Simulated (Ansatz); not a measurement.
HfN:
```cif
data_Hf2N2
_chemical_formula_sum 'Hf2 N2'
_space_group_name_H-M_alt 'P63/mmc'
_space_group_IT_number 194
_space_group_name_Hall '-P 6c 2c'
_cell_length_a 3.12752
_cell_length_b 3.12752
_cell_length_c 5.39105
_cell_angle_alpha 90.000
_cell_angle_beta 90.000
_cell_angle_gamma 120.000
loop_
_atom_site_label
_atom_site_type_symbol
_atom_site_symmetry_multiplicity
_atom_site_Wyckoff_symbol
_atom_site_fract_x
_atom_site_fract_y
_atom_site_fract_z
_atom_site_occupancy
Hf1 Hf 2 c 0.33333 0.66667 0.25000 1
N1 N 2 a 0.00000 0.00000 0.00000 1
```

Relaxed with PBEsol.

Which orbitals make up the states near the Fermi level in the program Ansatz at the PBEsol level (PAW)?

Within 0.5 eV of the Fermi level: Hf 5d 77 %, N 2p 17 %. Projections are on Löwdin-orthogonalised atomic valence shells; empty p or d shells of many metals are not among them.

Tabulate the density of states.

States/eV per cell of 4 atoms, in 0.25 eV bins, energy from the Fermi level.

```csv
E (eV),total,Hf 5d,N 2p,Hf 6s
-7.85,0.61,0.20,0.31,0.07
-7.60,0.96,0.31,0.50,0.10
-7.35,1.32,0.41,0.69,0.14
-7.10,2.24,0.72,1.20,0.20
-6.85,1.44,0.44,0.79,0.12
-6.60,1.61,0.46,0.92,0.12
-6.35,2.64,0.71,1.58,0.18
-6.10,3.18,0.82,1.98,0.19
-5.85,3.71,1.15,2.32,0.08
-5.60,2.87,0.97,1.74,0.05
-5.35,3.00,1.00,1.85,0.05
-5.10,3.39,1.07,2.14,0.07
-4.85,2.29,0.69,1.49,0.04
-4.60,2.78,0.81,1.86,0.02
-4.35,4.89,1.23,3.42,0.03
-4.10,3.90,0.88,2.83,0.02
-3.85,2.11,0.49,1.53,0.01
-3.60,1.23,0.30,0.87,0.01
-3.35,0.90,0.25,0.61,0.01
-3.10,0.82,0.25,0.54,0.01
-2.85,0.78,0.25,0.50,0.00
-2.60,0.52,0.15,0.35,0.00
-2.35,0.46,0.12,0.32,0.00
-2.10,0.69,0.40,0.26,0.01
-1.85,0.86,0.60,0.22,0.01
-1.60,0.92,0.66,0.21,0.02
-1.35,0.95,0.70,0.20,0.02
-1.10,0.95,0.71,0.19,0.02
-0.85,0.94,0.70,0.18,0.02
-0.60,0.93,0.70,0.17,0.02
-0.35,0.92,0.70,0.17,0.02
-0.10,0.93,0.72,0.16,0.02
0.15,0.94,0.73,0.16,0.02
0.40,1.01,0.78,0.16,0.02
0.65,1.20,0.93,0.19,0.03
0.90,1.55,1.22,0.23,0.04
1.15,1.20,0.94,0.17,0.03
1.40,1.01,0.77,0.13,0.04
1.65,0.93,0.69,0.11,0.05
1.90,0.88,0.63,0.09,0.07
2.15,0.85,0.59,0.08,0.08
2.40,1.06,0.74,0.10,0.09
2.65,1.54,1.06,0.22,0.11
2.90,2.47,1.68,0.40,0.16
3.15,2.84,2.03,0.44,0.14
3.40,2.88,2.11,0.41,0.10
3.65,2.92,2.16,0.39,0.09
3.90,3.17,2.29,0.40,0.09
4.15,3.08,2.28,0.37,0.07
```

Space group P6_3/mmc (NiAs type). The workflow started from a Materials Project entry (that database holds measured and hypothetical structures alike); the Crystallography Open Database copy checked does not list it. It is not the phase usual at ambient conditions (space group No. 225). The cell was relaxed with PBEsol under the symmetry of its start; its stability against distortions is not shown here. The run is not spin-polarised. Spin–orbit coupling is left out wherever it is not named.

Potentials: the later of the program's two PAW sets.
